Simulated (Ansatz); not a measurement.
MoSe2:
```cif
data_Mo2Se4
_chemical_formula_sum 'Mo2 Se4'
_space_group_name_H-M_alt 'P 1'
_space_group_IT_number 1
_cell_length_a 3.24836
_cell_length_b 3.24836
_cell_length_c 12.74184
_cell_angle_alpha 90.000
_cell_angle_beta 90.000
_cell_angle_gamma 120.000
loop_
_space_group_symop_operation_xyz
  'x, y, z'
loop_
_atom_site_label
_atom_site_type_symbol
_atom_site_fract_x
_atom_site_fract_y
_atom_site_fract_z
_atom_site_occupancy
Mo1 Mo 0.33333 0.66667 0.25000 1
Mo2 Mo 0.66667 0.33333 0.75000 1
Se1 Se 0.33333 0.66667 0.61993 1
Se2 Se 0.66667 0.33333 0.11993 1
Se3 Se 0.66667 0.33333 0.38007 1
Se4 Se 0.33333 0.66667 0.88007 1
```

Relaxed with LDA.

Question: Decompose the optical modes at the zone centre into irreducible representations, and say which are infrared and Raman allowed.

Answer: Point group 6/mmm: Γ_opt = A1g + A2u + 2B1g + B2u + E1g + E1u + 2E2g + E2u. Infrared: A2u, E1u. Raman: A1g, E1g, E2g.

Question: Assign frequencies (DFPT, the program Ansatz at the LDA level (PAW); without the LO–TO term).

Answer: E2g 29, B1g 45, E2u 169, E1g 171, B2u 243, A1g 246, E2g 289, E1u 290, A2u 353, B1g 357 cm⁻¹.

Subscripts of B labels follow the axes of the standard setting.

Space group P6_3/mmc. The LDA relaxation kept the symmetry of its start; phonons on a q-mesh show no instability. No spin polarisation was allowed. A crystal of weakly bound layers computed without a dispersion correction: the cell and the soft elastic constants depend strongly on that.

Potentials: the later of the program's two PAW sets.
